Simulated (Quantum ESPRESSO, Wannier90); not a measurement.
**Wannier functions of HgS (zinc blende)**

```xyz
2
Lattice="0.0000 2.9697 2.9697 2.9697 0.0000 2.9697 2.9697 2.9697 0.0000" Properties=species:S:1:pos:R:3 pbc="T T T"
Hg     0.0000     0.0000     0.0000
S     -1.4848    -1.4848    -1.4848
```

Materials Project entry mp-1123; symmetrised, unrelaxed at this level. COD (Crystallography Open Database) has the formula in 4 space groups, this one among them (matched by group alone). Computed values, not measurements, from PBEsol: Quantum ESPRESSO (norm-conserving PseudoDojo potentials, cutoff 53 Ry, spinors with spin-orbit coupling) on a Γ-centred 8×8×8 mesh, then Wannier90. Density: 10×10×10 mesh, Gaussian smearing 0.01 Ry. With spin-orbit coupling a semilocal functional can close or falsely invert a small gap; the band order was not checked against a better method.

A tight-binding model is made by disentanglement and projection with no localisation steps (num_iter = 0), so the 26 orbitals stay atom-like: hydrogen-like Hg: s;p;d; S: s;p, axes along x, y, z; frozen window up to 1.50 eV relative to the Fermi level. It follows pw.x to 1.3 meV rms for states up to 1.0 eV relative to the Fermi level. Matrix elements depend on this choice of orbitals and windows.

The 30 largest hoppings ⟨m,0|H|n,R⟩ between different sites (one of each Hermitian pair; signs follow the real orbitals' lobes; the list may end inside a set of equal values):

```
m              n      R  distance of the centres (Å)  t (eV)  Im t (eV)
-------  -------  -----  ---------------------------  ------  ---------
S2 py↓   Hg1 px↓  0 0 0                         2.57   1.174      0.029
Hg1 px↓   S2 py↓  0 0 1                         2.57   1.174     -0.029
Hg1 px↑   S2 py↑  1 0 0                         2.57  -1.174      0.029
Hg1 py↑   S2 px↑  1 0 0                         2.57  -1.174     -0.029
S2 px↓   Hg1 py↓  0 0 0                         2.57   1.174     -0.029
Hg1 py↓   S2 px↓  0 0 1                         2.57   1.174      0.029
Hg1 px↑   S2 py↑  0 1 0                         2.57  -1.174      0.029
Hg1 py↑   S2 px↑  0 1 0                         2.57  -1.174     -0.029
S2 py↑   Hg1 px↑  0 0 0                         2.57   1.174     -0.029
Hg1 px↑   S2 py↑  0 0 1                         2.57   1.174      0.029
Hg1 py↑   S2 px↑  0 0 1                         2.57   1.174     -0.029
Hg1 px↓   S2 py↓  0 1 0                         2.57  -1.174     -0.029
Hg1 py↓   S2 px↓  0 1 0                         2.57  -1.174      0.029
Hg1 px↓   S2 py↓  1 0 0                         2.57  -1.174     -0.029
S2 px↑   Hg1 py↑  0 0 0                         2.57   1.174      0.029
Hg1 py↓   S2 px↓  1 0 0                         2.57  -1.174      0.029
Hg1 px↑   S2 pz↑  1 0 0                         2.57  -1.174      0.024
S2 pz↓   Hg1 px↓  0 0 0                         2.57   1.174      0.024
Hg1 py↑   S2 pz↑  1 0 0                         2.57   1.174      0.024
Hg1 px↑   S2 pz↑  0 0 1                         2.57  -1.174     -0.024
Hg1 px↓   S2 pz↓  0 0 1                         2.57  -1.174      0.024
Hg1 py↓   S2 pz↓  0 0 1                         2.57  -1.174     -0.024
Hg1 px↓   S2 pz↓  0 1 0                         2.57   1.174      0.024
Hg1 py↓   S2 pz↓  0 1 0                         2.57  -1.174      0.024
S2 pz↑   Hg1 py↑  0 0 0                         2.57   1.174      0.024
S2 pz↓   Hg1 py↓  0 0 0                         2.57   1.174     -0.024
Hg1 px↑   S2 pz↑  0 1 0                         2.57   1.174     -0.024
Hg1 py↑   S2 pz↑  0 1 0                         2.57  -1.174     -0.024
S2 pz↑   Hg1 px↑  0 0 0                         2.57   1.174     -0.024
Hg1 py↑   S2 pz↑  0 0 1                         2.57  -1.174      0.024
```
